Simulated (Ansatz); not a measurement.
Sn (diamond, Fd-3m) at seven volumes, PBE in the plane-wave PAW code Ansatz, scaled uniformly. One row is withheld.

| V (Å³/atom) | P (GPa) |
|---|---|
| 33.542 | 4.21 |
| 34.648 | ? |
| 35.753 | 1.16 |
| 36.859 | 0.00 |
| 37.965 | -0.98 |
| 39.071 | -1.80 |
| 40.176 | -2.49 |

Q: Fit the shown pressures and predict the withheld one.

A: P = (3/2)B₀(x^(7/2) − x^(5/2))[1 + (3/4)(B′ − 4)(x − 1)] with x = (V₀/V)^(2/3). Least squares on the six rows gives V₀ = 36.857 Å³/atom, B₀ = 35.5 GPa, B′ = 4.84. At V = 34.648, x = 1.0421 and P = 2.55 GPa. The run itself gave 2.55 GPa.

This is a known low-temperature phase of the composition, computed here at zero pressure and temperature. Symmetry was held in the PBE relaxation; phonons on a q-mesh show no instability. The volume moved by 30 % from the start of the relaxation. Scalar-relativistic: spin–orbit coupling is off unless named, which matters more the heavier the elements.

Potentials: the later of the program's two PAW sets.
